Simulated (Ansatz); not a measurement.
ReSe2 (fluorite or antifluorite type, Fm-3m) under volume change, PBE in the plane-wave PAW code Ansatz, scaled uniformly.

| V (Å³/atom) | E − E(relaxed) (meV/atom) | P (GPa) |
|---|---|---|
| 17.110 | 78.7 | 16.36 |
| 17.674 | ___ | ___ |
| 18.238 | ___ | ___ |
| 18.802 | 0.0 | 0.00 |
| 19.366 | 7.0 | -3.85 |
| 19.930 | 26.5 | -7.13 |
| 20.494 | 56.6 | -9.92 |

**Question.** Complete the blanks.

**Answer.** 
- 18.238, E − E(relaxed) (meV/atom): 7.7
- 18.238, P (GPa): 4.52
- 17.674, E − E(relaxed) (meV/atom): 32.8
- 17.674, P (GPa): 9.90

**Question.** What does a third-order Birch–Murnaghan fit give for V₀, B₀ and B′?

**Answer.** V₀ = 18.80 Å³/atom, B₀ = 140 GPa, B′ = 4.6.

A made-up cell: these elements were put on the sites of a structure type; neither database checked (COD, Materials Project) lists it. COD files the formula under space group No. 2, so this cell is another polymorph or a model. Its standing as an ambient phase is unchecked. The cell was relaxed with PBE under the symmetry of its start; its stability against distortions is not shown here. No spin polarisation was allowed. Scalar-relativistic: spin–orbit coupling is off unless named, which matters more the heavier the elements.

Potentials: the later of the program's two PAW sets.
